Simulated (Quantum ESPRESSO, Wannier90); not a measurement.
Tight-binding from DFT: PtSe$_{2}$ (CdI2 type)

```
begin unit_cell_cart
ang
    3.7173100460    0.0000000000    0.0000000000
   -1.8586550230    3.2192849336    0.0000000000
    0.0000000000    0.0000000000    5.8200700000
end unit_cell_cart
begin atoms_frac
Pt   0.0000000000  0.0000000000  0.0000000000
Se  -0.3333333333  0.3333333333 -0.2253900000
Se   0.3333333333 -0.3333333333  0.2253900000
end atoms_frac
```

Cell from Materials Project (mp-1115), symmetrised, no further relaxation. COD (Crystallography Open Database) has an entry of this formula and space group (matched by these alone). Computed values, not measurements, from PBEsol: Quantum ESPRESSO (norm-conserving PseudoDojo potentials, cutoff 69 Ry, no spin polarisation, no spin-orbit coupling) on a Γ-centred 12×12×6 mesh, then Wannier90. Density: 12×12×6 mesh, Gaussian smearing 0.01 Ry. The cell is built of weakly bound layers, chains or molecules, whose nearest atoms lie 3.85 Å apart. Database cells relaxed without dispersion often hold them too far apart, which can enlarge gaps and weakens couplings between them; spacing and stacking were not compared with the measured crystal. Spin-orbit coupling is left out although heavy elements are present.

A tight-binding model is made by disentanglement and projection with no localisation steps (num_iter = 0), so the 11 orbitals stay atom-like: hydrogen-like Pt: d; Se: p, axes along x, y, z; frozen window up to 1.85 eV relative to the valence-band maximum. It follows pw.x to 0.6 meV rms for states up to 1.3 eV relative to the valence-band maximum. Matrix elements depend on this choice of orbitals and windows.

**Question.** What are the on-site energies relative to the valence-band maximum, and how fast do the hoppings decay?

**Answer.** 
```
atom    orbitals  energy (eV)
----  ----------  -----------
Pt1          dz2        -3.30
Pt1      dxz dyz        -3.09
Pt1   dx2-y2 dxy        -3.26
Se2           pz        -1.99
Se2        px py        -2.39
Se3           pz        -1.99
Se3        px py        -2.39
```

```
distance of the centres (Å)  largest modulus (eV)
---------------------------  --------------------
2–3                                           1.3
3–4                                          0.75
4–5                                          0.12
5–6                                          0.11
6–7                                         0.042
7–8                                         0.076
8–9                                         0.021
9–10                                        0.024
10–11                                      0.0088
11–12                                       0.014
12–13                                      0.0033
```
